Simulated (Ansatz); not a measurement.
Phonons of a relaxed structure of CaO by density-functional perturbation theory (low response-accuracy setting, no LO–TO term) at Γ and zone-boundary points with q components 0 or ½ of the primitive reciprocal vectors. Calculation: PBE (plane waves to 420 eV, PAW, scalar-relativistic; Ansatz, a program for electronic structure). Γ-centred k-mesh 10×10×10, Fermi–Dirac smearing 0.05 eV.

```xyz
2
Lattice="0.0000 2.4153 2.4153 2.4153 0.0000 2.4153 2.4153 2.4153 0.0000" Properties=species:S:1:pos:R:3 pbc="T T T"
O      0.0000     0.0000     0.0000
Ca     2.4153     2.4153     2.4153
```

Space group Fm-3m (No. 225), rock salt type.

| q | wavenumbers (cm⁻¹; i marks imaginary) |
|---|---|
| Γ | 0 (×3), 255 (×3) |
| L (½, 0, 0) | 168 (×2), 292 (×2), 362, 460 |
| X (½, ½, 0) | 198 (×2), 278, 284 (×2), 383 |

Q: What do these wavenumbers say about the structure?

A: No instability shows at these points (nothing beyond 15i cm⁻¹, the threshold used here). Other wavevectors were not sampled, so this does not prove stability.

No spin polarisation in the result.
